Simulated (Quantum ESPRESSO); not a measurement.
## Band energies of CsGeI$_{3}$

```
CsGeI3
1.0
    4.35337    -4.22419     0.00000
    4.35337     4.22419     0.00000
   -0.32427     0.00000     6.11949
Ge I Cs
1 3 1
Direct
  0.37265   0.37265   0.13414
  0.41162   0.41162   0.58077
  0.91993   0.40881   0.09324
  0.40881   0.91993   0.09324
  0.91099   0.91099   0.58661
```

PBEsol (pw.x of Quantum ESPRESSO, ONCV potentials, no spin-orbit coupling); path ΓYFLI,I1ZHF1,H1Y1XΓN,MΓ; energies in eV from the valence-band maximum.

```
k (1/Å)  point  band 18  band 19  band 20  band 21  band 22  band 23  band 24  band 25
-------  -----  -------  -------  -------  -------  -------  -------  -------  -------
0.00         Γ    -1.73    -1.53    -1.43    -1.42    -1.42     2.86     3.39     3.66
0.44              -2.19    -1.51    -1.31    -1.30    -1.28     2.71     3.06     3.15
0.87         Y    -2.10    -1.03    -1.03    -0.96    -0.05     1.01     1.37     1.49
0.87         F    -2.11    -1.05    -1.04    -0.97    -0.09     1.03     1.40     1.57
0.96         L    -2.09    -1.01    -1.00    -0.96     0.00     0.99     1.34     1.37
0.96         I    -2.11    -1.02    -1.01    -0.98    -0.04     1.00     1.39     1.42
2.34        I1    -2.11    -1.02    -1.01    -0.98    -0.04     1.00     1.39     1.42
2.81              -1.88    -1.73    -1.59    -1.46    -1.02     1.77     3.64     4.08
3.04         Z    -1.96    -1.80    -1.71    -1.52    -1.14     1.87     4.01     4.49
3.52              -2.26    -1.27    -1.17    -1.12    -0.66     1.40     2.29     2.30
3.76         H    -2.09    -1.02    -1.01    -0.96    -0.02     1.00     1.35     1.43
3.94              -2.08    -1.30    -1.28    -0.97    -0.32     1.21     1.51     2.61
4.49              -2.10    -1.39    -1.34    -0.97    -0.36     1.27     1.57     2.87
4.68        F1    -2.11    -1.05    -1.04    -0.97    -0.09     1.03     1.40     1.57
4.68        H1    -2.09    -1.02    -1.01    -0.96    -0.02     1.00     1.35     1.43
4.70        Y1    -2.10    -1.03    -1.03    -0.96    -0.05     1.01     1.37     1.49
5.16         X    -1.92    -1.92    -1.87    -0.98    -0.45     1.42     1.72     4.37
5.72              -1.75    -1.66    -1.59    -1.48    -1.37     3.19     3.48     3.85
5.91         Γ    -1.73    -1.53    -1.43    -1.42    -1.42     2.86     3.39     3.66
6.09              -1.77    -1.55    -1.55    -1.44    -1.40     3.19     3.42     3.84
6.62         N    -1.94    -1.92    -1.86    -1.02    -0.54     1.44     1.77     4.48
6.62         M    -1.94    -1.78    -1.74    -1.54    -1.04     1.81     3.92     4.54
7.14         Γ    -1.73    -1.53    -1.43    -1.42    -1.42     2.86     3.39     3.66
```

The PBEsol gap is direct, 0.99 eV at L. Another conduction extremum on the path lies within 0.02 eV, too close to call.

Without spin-orbit coupling, band edges of such heavy elements can be off by tenths of an eV.

Geometry of the Materials Project entry, not relaxed at this level.

The structure is a Materials Project entry; no match was found in the copy of COD used, and its stability was not checked.
